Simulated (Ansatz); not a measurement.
NiSi2 (fluorite type, space group Fm-3m)

```
CELL_PARAMETERS angstrom
      0.00000     2.69352     2.69352
      2.69352     0.00000     2.69352
      2.69352     2.69352     0.00000
ATOMIC_POSITIONS crystal
  Ni 0.00000 0.00000 0.00000
  Si 0.25000 0.25000 0.25000
  Si 0.75000 0.75000 0.75000
```

This relaxed cell (volume V₀) is scaled evenly in all directions, its shape held. Symmetry pins the atoms to their sites.

These are r2SCAN (plane waves to 500 eV, PAW, scalar-relativistic; Ansatz, a program for electronic structure) values and carry that method's errors. k mesh 16×16×16 (Γ-centred), Fermi-Dirac smearing 0.05 eV. The energy includes the smearing's −TS. Stress and pressure are positive under compression. On this mesh the relaxed cell isn't quite at rest: it carries a pressure of -0.2 GPa (compression positive) at the zero of the scan. NiSi2 is run without spin polarisation. NiSi2 was relaxed with its symmetry unable to fall. ΔE is measured from the relaxed starting cell. The last digit holds for this mesh only.

```
V (Å³/atom)  ΔE (meV/atom)
-----------  -------------
12.246                26.1
12.441            withheld
12.637                 5.9
12.832                 1.3
13.028                 0.0
13.223                 1.6
13.419                 6.0
13.614                12.8
13.809                22.0
```

Q: Fit a third-order Birch-Murnaghan form (E₀, V₀, B₀, B₀′ free) to the given rows and predict ΔE at V = 12.441.

A: Least squares on the 8 given rows: ΔE = E₀ + (9V₀B₀/16)·y²·[2 + (B₀′ − 4)y], y = (V₀/V)^(2/3) − 1, with V₀ = 13.015 Å³/atom, B₀ = 163.6 GPa (160.2 GPa = 1 eV/Å³; the term in eV is multiplied by 1000), B₀′ = 4.84, E₀ = -0.04 meV/atom; root-mean-square residual 0.02 meV/atom. At 12.441 the fit gives 14.1 meV/atom; the calculation gives 14.1 meV/atom, the same to the digits shown. For the pressure the fit gives 8.2 GPa against the computed 8.2 GPa.

(Under strain, the slope of the energy per volume gives the stress and its curvature an elastic modulus.)
